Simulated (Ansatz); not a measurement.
# Structures of Bi$_{2}$Te: which is lowest?

Plane-wave DFT in Ansatz with scalar-relativistic PAW potentials, cutoff 500 eV, Γ-centred meshes chosen by cell and gap, Gaussian smearing with energies taken to zero width. Every cell was relaxed (cell and atoms) in a run of its own, within the symmetry of its start. Functional: r2SCAN.

Relaxed structures (starts from databases or built by putting these elements on another compound's sites):
A. I4_1/amd, 6 atoms in the computed cell, a = 8.285 Å, c = 6.189 Å; sites (symmetry × multiplicity) Bi .2/m. × 8, Te -4m2 × 4; start: database
B. P4_2/nmc, 6 atoms in the computed cell, a = 4.399 Å, c = 11.388 Å; sites (symmetry × multiplicity) Bi 2mm. × 4, Te -4m2 × 2; start: built

Q: Rank them by energy. Could pressure change the order?

A:
```csv
structure,group,E − E(lowest) (meV/atom),V (Å³/atom),gap on mesh (eV)
A,I4_1/amd,0.0,35.40,0.00
B,P4_2/nmc,151,36.73,0.00
```

A is lowest, 151 meV/atom under B. The lowest is also the densest of these, so pressure wouldn't bring one of the others in at first order. Other structures may lie lower than all of these, and vibrations aren't counted.

Spin-orbit coupling is left out, which matters for the bands of heavy elements. For Tl, Pb and Bi spin-orbit coupling shifts energies too.